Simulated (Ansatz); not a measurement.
The end of the path is a generated cell of Lu2Se3: the first start was made by placing the elements on the sites of a structure type, and the end was not matched to a known phase here, so it may be hypothetical.

A geometry of Lu2Se3 away from equilibrium: the start of the relaxation of a generated trial cell of Lu2Se3 in the stibnite structure type. Method: r2SCAN (plane waves to 500 eV, PAW, scalar-relativistic; Ansatz, a quantum-chemistry and plane-wave program). Γ-centred k-mesh 2×5×2 on the run's cell (coarser than for final values), Fermi–Dirac smearing 0.05 eV.

```xyz
20
Lattice="11.8159 0.0000 0.0000 0.0000 4.0108 0.0000 0.0000 0.0000 11.7562" Properties=species:S:1:pos:R:3 pbc="T T T"
Lu    11.4689     1.0027     2.0454
Lu     5.5609     1.0027     3.8328
Lu     0.3470     3.0081     9.7109
Lu     6.2550     3.0081     7.9235
Lu     7.6732     1.0027    11.3327
Lu     1.7652     1.0027     6.3017
Lu     4.1428     3.0081     0.4236
Lu    10.0508     3.0081     5.4545
Se     3.4526     1.0027     2.2550
Se     9.3606     1.0027     3.6232
Se     8.3633     3.0081     9.5013
Se     2.4554     3.0081     8.1331
Se     5.3219     1.0027    10.3102
Se    11.2299     1.0027     7.3241
Se     6.4940     3.0081     1.4460
Se     0.5861     3.0081     4.4321
Se     7.3802     1.0027     6.5964
Se     1.4723     1.0027    11.0379
Se     4.4357     3.0081     5.1598
Se    10.3437     3.0081     0.7183
```

### Question
Which atoms carry the largest force, and which way does it point?

### Answer
1.63 eV/Å, on Se13, Se14, Se15, Se16 (atoms numbered as listed); on Se13 its components are (-1.37, 0.00, -0.89).

### Question
What is the pressure?

### Answer
-1.5 GPa, compression positive.

No spin polarisation in the result.

The run could not lose the symmetry of its start: the end is stationary, and may be a saddle point rather than a minimum.
